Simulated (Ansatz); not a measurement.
TiRh (L1₀ or tetragonal B2, P4/mmm) under volume change, r²SCAN (plane waves, PAW; program Ansatz), shape and atoms relaxed at each volume.

```json
[
 {"V (Å³/atom)": "13.390", "E − E(relaxed) (meV/atom)": "90.1", "P (GPa)": "23.70"},
 {"V (Å³/atom)": "13.832", "E − E(relaxed) (meV/atom)": "___", "P (GPa)": "___"},
 {"V (Å³/atom)": "14.273", "E − E(relaxed) (meV/atom)": "9.0", "P (GPa)": "6.67"},
 {"V (Å³/atom)": "14.715", "E − E(relaxed) (meV/atom)": "0.0", "P (GPa)": "0.01"},
 {"V (Å³/atom)": "15.156", "E − E(relaxed) (meV/atom)": "___", "P (GPa)": "___"},
 {"V (Å³/atom)": "15.597", "E − E(relaxed) (meV/atom)": "30.5", "P (GPa)": "-10.50"},
 {"V (Å³/atom)": "16.039", "E − E(relaxed) (meV/atom)": "65.2", "P (GPa)": "-14.60"}
]
```

### Question
Some entries are withheld; supply them.

### Answer

- 13.832, E − E(relaxed) (meV/atom): 37.8
- 13.832, P (GPa): 14.50
- 15.156, E − E(relaxed) (meV/atom): 8.0
- 15.156, P (GPa): -5.67

### Question
What does a third-order Birch–Murnaghan fit give for V₀, B₀ and B′?

### Answer
V₀ = 14.72 Å³/atom, B₀ = 205 GPa, B′ = 4.4.

The workflow started from an entry of the Crystallography Open Database (COD). Whether it is the stable phase at ambient conditions was not checked. Symmetry was held in the r²SCAN relaxation; whether a distortion lowers the energy is not shown. The run is not spin-polarised.

Potentials: the later of the program's two PAW sets.
